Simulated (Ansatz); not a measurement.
Ge (diamond, Fd-3m) at seven volumes, r²SCAN (plane waves, PAW; program Ansatz), scaled uniformly. One row is withheld.

| V (Å³/atom) | P (GPa) |
|---|---|
| 20.756 | 8.48 |
| 21.441 | 5.15 |
| 22.125 | 2.35 |
| 22.809 | -0.01 |
| 23.493 | ? |
| 24.178 | -3.54 |
| 24.862 | -4.94 |

Problem. Fit the shown pressures and predict the withheld one.

Solution. P = (3/2)B₀(x^(7/2) − x^(5/2))[1 + (3/4)(B′ − 4)(x − 1)] with x = (V₀/V)^(2/3). Least squares on the six rows gives V₀ = 22.814 Å³/atom, B₀ = 70.9 GPa, B′ = 4.97. At V = 23.493, x = 0.9806 and P = -1.93 GPa. The run itself gave -1.99 GPa.

The cell was relaxed with r²SCAN under the symmetry of its start; phonons on a q-mesh show no instability.

Potentials: the earlier of the program's two PAW sets.
